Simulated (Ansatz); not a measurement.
The cell below belongs to a search over invented structures; it isn't taken from experiment.

Input and command of a plane-wave DFT calculation in Ansatz:

```yaml
crystal:
  lattice:
    - [3.9398335346, 0.0, 0.0]
    - [0.0, 3.9398335346, 0.0]
    - [0.0, 0.0, 9.3646472862]
  atoms:
    - { symbol: Sn, position: [0.0, 0.0, 0.5] }
    - { symbol: Bi, position: [0.5, 0.5, 0.2319351214] }
    - { symbol: Bi, position: [0.5, 0.5, 0.7680648786] }
    - { symbol: O, position: [0.0, 0.5, 0.3641819428] }
    - { symbol: O, position: [0.5, 0.5, 0.0] }
    - { symbol: O, position: [0.5, 0.0, 0.3641819428] }
    - { symbol: O, position: [0.5, 0.0, 0.6358180572] }
    - { symbol: O, position: [0.0, 0.5, 0.6358180572] }
basis:
  ecutwfc: 420
kpoints:
  mp_grid: { grid: [10, 10, 4] }
hamiltonian:
  xc: pbe
scf:
  occupations: { method: gaussian, width: 0.1 }
output:
  forces: true
  stress: true
  eigenvalues: true
relax:
  adjacent_minimum: "off"
  f_tol: 0.01
  max_steps: 80
  cell: { stress_tol: 0.05 }
```

```bash
ansatz run input.yaml --threads 1 --pin off --max-ram 2560MiB --backend cpu --events-out ev --progress --plain --runs-dir out
```

Processor: Intel(R) Xeon(R) 6975P-C (Granite Rapids), 1 thread, on a host shared with other jobs.

Question: How long does it run, and how much memory does it take?

Answer: About 74 s, peak memory 0.65 GiB. It solves 45 bands at 63 k points (after reduction by symmetry) with about 2887 plane waves (on the last cell), in 33 SCF iterations over 5 ionic steps.
